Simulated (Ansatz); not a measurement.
Ti$_{2}$ZnN:
```cif
data_N2Ti4Zn2
_chemical_formula_sum 'Ti4 Zn2 N2'
_space_group_name_H-M_alt 'P 1'
_space_group_IT_number 1
_cell_length_a 8.25174
_cell_length_b 8.25174
_cell_length_c 4.14561
_cell_angle_alpha 90.000
_cell_angle_beta 90.000
_cell_angle_gamma 159.115
loop_
_space_group_symop_operation_xyz
  'x, y, z'
loop_
_atom_site_label
_atom_site_type_symbol
_atom_site_fract_x
_atom_site_fract_y
_atom_site_fract_z
_atom_site_occupancy
Ti1 Ti 0.78880 0.21120 0.25000 1
Ti2 Ti 0.21120 0.78880 0.75000 1
Ti3 Ti 0.61203 0.38797 0.25000 1
Ti4 Ti 0.38797 0.61203 0.75000 1
Zn1 Zn 0.95971 0.04029 0.25000 1
Zn2 Zn 0.04029 0.95971 0.75000 1
N1 N 0.19970 0.80030 0.25000 1
N2 N 0.80030 0.19970 0.75000 1
```

Relaxed with r²SCAN.

**Question.** Which orbitals make up the states near the Fermi level in the program Ansatz at the r²SCAN level (PAW)?

**Answer.** Within 0.5 eV of the Fermi level: Ti 3d 86 %, outside the projected shells 7 %. Projections are on Löwdin-orthogonalised atomic valence shells; empty p or d shells of many metals are not among them.

**Question.** Tabulate the density of states.

**Answer.** States/eV per cell of 8 atoms, in 0.25 eV bins, energy from the Fermi level.

```tsv
E (eV)	total	Ti 3d	Zn 3d	N 2p
-7.85	15.41	0.32	13.93	0.18
-7.60	14.58	0.24	13.46	0.25
-7.35	20.19	0.54	17.95	0.79
-7.10	21.11	0.61	18.70	1.00
-6.85	14.74	0.74	11.67	1.60
-6.60	4.67	0.73	1.00	1.98
-6.35	3.68	0.65	0.33	1.85
-6.10	3.53	0.73	0.17	1.95
-5.85	5.25	1.22	0.16	3.11
-5.60	3.61	0.81	0.11	2.20
-5.35	9.33	2.38	0.20	5.91
-5.10	8.78	2.33	0.21	5.28
-4.85	5.23	1.34	0.13	2.93
-4.60	2.87	0.71	0.11	1.38
-4.35	1.61	0.39	0.10	0.47
-4.10	1.14	0.34	0.06	0.11
-3.85	1.16	0.39	0.05	0.13
-3.60	1.04	0.37	0.03	0.13
-3.35	0.82	0.32	0.02	0.09
-3.10	0.91	0.36	0.02	0.07
-2.85	0.81	0.36	0.01	0.05
-2.60	1.02	0.47	0.02	0.04
-2.35	1.09	0.54	0.01	0.04
-2.10	2.61	1.54	0.02	0.07
-1.85	4.42	2.92	0.04	0.10
-1.60	6.91	4.64	0.06	0.15
-1.35	5.67	4.03	0.04	0.14
-1.10	4.52	3.37	0.03	0.10
-0.85	4.63	3.76	0.03	0.09
-0.60	2.91	2.40	0.02	0.08
-0.35	3.28	2.63	0.03	0.10
-0.10	4.34	3.66	0.04	0.10
0.15	4.11	3.68	0.04	0.11
0.40	4.32	3.88	0.03	0.13
0.65	5.09	4.55	0.03	0.16
0.90	5.34	4.70	0.03	0.23
1.15	6.33	5.62	0.04	0.23
1.40	6.07	5.33	0.03	0.21
1.65	6.18	5.42	0.03	0.27
1.90	9.32	8.27	0.03	0.41
2.15	10.29	9.08	0.03	0.53
2.40	9.04	8.01	0.03	0.39
2.65	6.48	5.84	0.01	0.24
2.90	7.77	6.78	0.01	0.40
3.15	6.90	5.39	0.01	0.66
3.40	5.96	4.49	0.00	0.72
3.65	3.40	2.26	0.00	0.46
3.90	6.00	3.81	0.01	0.72
4.15	7.92	4.83	0.01	0.96
```

Space group Cmcm. The workflow started from a Materials Project entry (that database holds measured and hypothetical structures alike); the Crystallography Open Database copy checked does not list it. Its standing as an ambient phase is unchecked. The cell was relaxed with r²SCAN under the symmetry of its start; whether a distortion lowers the energy is not shown. The run is not spin-polarised.

Potentials: the later of the program's two PAW sets.
